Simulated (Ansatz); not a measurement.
Calculation log, MnV (Pm-3m) (elastic constants by finite strains)

Level of theory: PBEsol, PAW on Ansatz 0.2.0's default frozen-core files (fitted under PBE), scalar-relativistic.

Cell and atoms were relaxed beforehand by PAW with this functional.

Command:

```sh
ansatz run input.yaml --threads 2 --pin off --max-ram 6144MiB --backend cpu --events-out ev --progress --plain --runs-dir out
```

input.yaml:

```yaml
crystal:
  lattice:
    - [2.83722468183, 0.0, 0.0]
    - [0.0, 2.83722468183, 0.0]
    - [0.0, 0.0, 2.83722468183]
  atoms:
    - { symbol: Mn, position: [0.0, 0.0, 0.0] }
    - { symbol: V, position: [0.5, 0.5, 0.5] }
kpoints:
  mp_grid: { grid: [16, 16, 16] }
scf:
  occupations: { method: fermi_dirac, width: 0.1 }
hamiltonian:
  xc: pbesol
  pseudopotentials: { kind: paw }
elastic:
  mode: relaxed_ion
  stencil: two_point
  amplitude: 0.003
```

Output:

```
Warning: RAYON_NUM_THREADS=2 ignored (pool sized by the plan → 2); use --threads N
Engine: ansatz 0.2.0, aarch64-unknown-linux-gnu
Pseudopotentials: kind: paw
Pseudopotential: Mn, paw, valence charge 15, recommended cutoff 420 eV (normal), Mn.paw.azcp
Pseudopotential: V, paw, valence charge 13, recommended cutoff 420 eV (normal), V.paw.azcp
Functional definition: PBEsol
  exchange = pbesol_x
  correlation = pbesol_c
Crystal: 2 atoms, lattice volume = 22.839 Å³
Basis set: ecut = 420 eV, 461 PW (Γ), exchange–correlation on 40×40×40 points (8 copies of the dense FFT grid, shifted against one another)
Bands: 18, of which v1, the nominal top of the filled ones, is band 14 counted from 1 (13 counted from 0)
Symmetry: 48 space group operations
Space group: Pm-3m (ITA 221), of the structure as read, at distance tolerance 2.8e-5 Å
k-points: 165 of 4096
Non-local potential: Mn, projectors of the file, l = 0: 3, l = 1: 2, l = 2: 3, l = 3: 1
Non-local potential: V, projectors of the file, l = 0: 3, l = 1: 2, l = 2: 3, l = 3: 1
PAW form: soft (Blöchl's): semilocal exchange-correlation on the pseudo side does not see the compensation charge
PAW frozen core: Mn, regenerated for the run's functional, and the local potential with it (the file was generated under x = pbe(κ = 0.804, μ = 0.2195149727645171), c = pbe(β = 0.06672455060314922))
PAW frozen core: V, regenerated for the run's functional, and the local potential with it (the file was generated under x = pbe(κ = 0.804, μ = 0.2195149727645171), c = pbe(β = 0.06672455060314922))
PAW one-centre angular grid: Mn, 590 points (default); XC on 64 Gauss nodes
PAW one-centre angular grid: V, 590 points (default); XC on 64 Gauss nodes
Initial density: superposition of atomic densities (neutral atoms: chi_scale 0, normalization atom), corrected by the library's trained network
Initial wavefunctions: pseudopotential atomic-orbital guess
Functional: x = pbesol(κ = 0.804, μ = 0.12345679012345678), c = pbesol(β = 0.046)
[... 76 lines left out ...]
  E_vpaw       = -488.713453  (= ΣTr[D̂ρ^β])
  E_aug_tail   = 0.000283  (compensation charges beyond the density's cutoff)
  E_ewald      = -3630.459076
  E_core_change = 0.319329  (= ΣΔE_core)
  E_smearing   = -0.028692  (= −TS)
  E_closure    = 0.000000  (closes the sum)
  Σ components = -6754.699697   (vs F -6754.699697, Δ=0.00e0)
--- Forces (eV/Å), atoms counted from 1 ---
  atom   1  Mn    -0.00000000    -0.00000000     0.00000000
  atom   2  V      0.00000000     0.00000000     0.00000000
  max |Σ_I F_I| component: 5.98e-29 eV/Å
--- Stress (GPa, compression-positive) ---
       -0.005964       0.000000      -0.000000
        0.000000      -0.005964       0.000000
        0.000000       0.000000      -0.005964
  P = ⅓ Tr σ = -0.0060 GPa (-0.060 kbar)
--- Elastic constants: 2 strain directions × 2 members + reference (group order 48) ---
  dense FFT box of the reference and of every strained cell: 20×20×20
  strains applied: 11, 23; error gains: componentwise 1.00 (the most a stress slope's error grows in a printed constant), spectral 1.73 (1 for all six strains in a standard setting)
  C = ∂σ_k/∂η_j (tension-positive GPa; Voigt order 11 22 33 23 13 12):
       522.895    133.513    133.513     -0.000     -0.000     -0.000
       133.513    522.895    133.513     -0.000     -0.000     -0.000
       133.513    133.513    522.895     -0.000     -0.000     -0.000
        -0.000     -0.000     -0.000     93.329      0.000      0.000
         0.000      0.000     -0.000      0.000     93.329      0.000
         0.000     -0.000      0.000      0.000      0.000     93.329
  reference stress σ⁰ (GPa):      0.006      0.006      0.006     -0.000      0.000     -0.000
  C* (energy form; C + prestress term) asymmetry max|C*_kj − C*_jk| = 2.842e-14 GPa — a small one proves nothing (zero by symmetry where the batch's group is 432, −43m or m−3m); a large one is finite-difference/SCF noise where ...
  moduli (Voigt/Reuss/Hill, GPa): K = 263.31/263.31/263.31   G = 133.87/117.88/125.88   E = 325.72   ν = 0.294
  mechanically stable: yes (min eigenvalue of sym C = 93.33 GPa)
  strain η (Voigt 11):  stress-route row diagonal C_11 = 522.89 GPa, energy-path curvature d²(F+E_count+ΔE)/dδ²/Ω₀ = 522.91 GPa
         δ    σ_11 (GPa)             F (eV)   n_scf  n_hpsi   n_pw
    -3.000e-3      -1.5789       -6754.6993568       8  134410    466   relax 0 steps, max|allowed force component| 2.52e-29 eV/Å
     3.000e-3       1.5585       -6754.6993551       6  109686    466   relax 0 steps, max|allowed force component| 2.68e-29 eV/Å
  strain η (Voigt 23):  stress-route row diagonal C_44 = 93.33 GPa, energy-path curvature d²(F+E_count+ΔE)/dδ²/Ω₀ = 93.37 GPa
         δ    σ_23 (GPa)             F (eV)   n_scf  n_hpsi   n_pw
    -3.000e-3      -0.2800       -6754.6996311       8  210565    466   relax 0 steps, max|allowed force component| 5.36e-29 eV/Å
     3.000e-3       0.2800       -6754.6996311       6  173780    466   relax 0 steps, max|allowed force component| 5.05e-29 eV/Å
```

The run converged.

Strained cells:

Elastic constants of a crystal by Kohn-Sham DFT: slopes of the stress over finite engineering strains of the given cell, Voigt indices, Cartesian axes as in the input; stress of each strained cell less that at rest, tension positive.

| strain component | strain | stress xx (GPa) | stress yy (GPa) | stress zz (GPa) | stress yz (GPa) | stress xz (GPa) | stress xy (GPa) | relaxation steps |
| --- | --- | --- | --- | --- | --- | --- | --- | --- |
| xx | -0.003 | -1.585 | -0.4041 | -0.4041 | 0 | 0 | 0 | 0 |
| xx | 0.003 | 1.552 | 0.3969 | 0.3969 | 0 | 0 | 0 | 0 |
| yz | -0.003 | -0.0024 | -0.0012 | -0.0012 | -0.28 | 0 | 0 | 0 |
| yz | 0.003 | -0.0024 | -0.0012 | -0.0012 | 0.28 | 0 | 0 | 0 |

### Elastic constants

```json
{"Pressure at rest": "-0.006 GPa", "Least elastic eigenvalue": "93.33 GPa", "Elastically stable": "yes"}
```

```csv
index,elastic (GPa)
11,522.9
12,133.5
44,93.33
```

### Elastic moduli

Hill averages of a grain aggregate, Debye temperature from the mean sound speed over directions.

* Bulk modulus: 263.3 GPa
* Shear modulus: 125.9 GPa
* Young modulus: 325.7 GPa
* Poisson ratio: 0.2938
* Bulk over shear modulus: 2.092
* Elastic anisotropy index: 0.6785
* Least young modulus: 250.4 GPa
* Largest young modulus: 468.6 GPa
* Longitudinal sound speed: 7484 m/s
* Transverse sound speed: 4044 m/s
* Elastic debye temperature: 589.4 K
* Linear compressibility (x, y, z): 1.266, 1.266, 1.266 1/TPa
* Zener ratio: 0.4794
* Cauchy pressure: 40.18 GPa

Known limits: frozen-core PAW files fitted under PBE, their cores solved anew for the functional of the run; no spin polarisation, a magnetic state may lie lower; responses of metals move with mesh and smearing.

Cost: 22 s on 2 threads of Arm Neoverse V2 (shared host), peak memory 0.55 GiB.
